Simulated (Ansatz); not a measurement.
## Vacancy on the Sb site of Ba2BiSb2

Method: PBEsol, scalar-relativistic; no spin polarisation; PAW, 420 eV, 3×2×2 k-mesh, Gaussian smearing of 0.05 eV; code Ansatz; PAW files: Ansatz's generated set soft_2.

The chain of runs began from a measured cell (COD), expanded in volume.

One Sb atom is removed from a 1×2×2 supercell (20 sites) at the volume of the relaxed crystal; the cell stays neutral and its atoms are relaxed. The perfect supercell:

```xyz
20
Lattice="-2.3824 3.7423 4.9742 4.7647 -7.4846 9.9483 4.7647 7.4846 -9.9483" Properties=species:S:1:pos:R:3 pbc="T T T"
Ba    0.0000    3.7423    2.1788
Ba    2.3824    0.0000    2.7953
Sb    0.0000    1.5151    4.9742
Sb    2.3824    2.2272    0.0000
Bi    0.0000    0.0000    0.0000
Ba    2.3824    7.4846   -2.7953
Ba    4.7647    3.7423   -2.1788
Sb    2.3824    5.2574    0.0000
Sb    4.7647    5.9696   -4.9742
Bi    2.3824    3.7423   -4.9742
Ba    2.3824    0.0000    7.1530
Ba    4.7647   -3.7423    7.7695
Sb    2.3824   -2.2272    9.9483
Sb    4.7647   -1.5151    4.9742
Bi    2.3824   -3.7423    4.9742
Ba    4.7647    3.7423    2.1788
Ba    7.1471    0.0000    2.7953
Sb    4.7647    1.5151    4.9742
Sb    7.1471    2.2272    0.0000
Bi    4.7647    0.0000    0.0000
```

Question: What does it cost to form the vacancy, with the atom put into elemental Sb in its standard state?

Answer: 1.06 eV. So small a cell and so coarse a mesh can leave errors of tenths of an eV, and no corrections are included. The vacancy's nearest images are 6.7 Å away.

The relaxed cell with the vacancy (pressure -0.5 GPa against 0.0 GPa without it; gap zero (metallic) against zero (metallic)):

```xyz
19
Lattice="-2.3824 3.7423 4.9742 4.7647 -7.4846 9.9483 4.7647 7.4846 -9.9483" Properties=species:S:1:pos:R:3 pbc="T T T"
Ba   -0.0062    3.6820    2.1765
Ba    2.3381    0.1409    2.7734
Sb   -0.0507    1.5511    5.0007
Sb    2.4296    2.3383   -0.0550
Bi    0.0706    0.1062    0.0024
Ba    2.3976    7.4272   -2.8584
Ba    4.8381    3.7967   -2.1561
Sb    4.9762    5.7669   -5.0147
Bi    2.4521    4.1082   -4.9547
Ba    2.3144    0.0974    7.2480
Ba    4.7257   -3.8332    7.6862
Sb    2.5401   -2.2490    9.9176
Sb    4.4463   -1.4915    5.0297
Bi    2.3153   -4.2576    4.9808
Ba    4.7985    3.7389    2.2011
Ba    7.1533   -0.0535    2.8205
Sb    4.8102    1.5186    4.9658
Sb    7.1270    2.2082    0.0301
Bi    4.6474    0.0853   -0.0007
```

A hop into the vacancy was tried too, but its band gave no sound barrier (unconverged, held by symmetry or too near the vacancy's images), so it is left out.

No spin–orbit coupling, a notable omission for heavy elements. The cell is a metal with an odd number of electrons, and spin polarisation wasn't tried. The k-mesh is coarse, so small energy differences aren't converged.
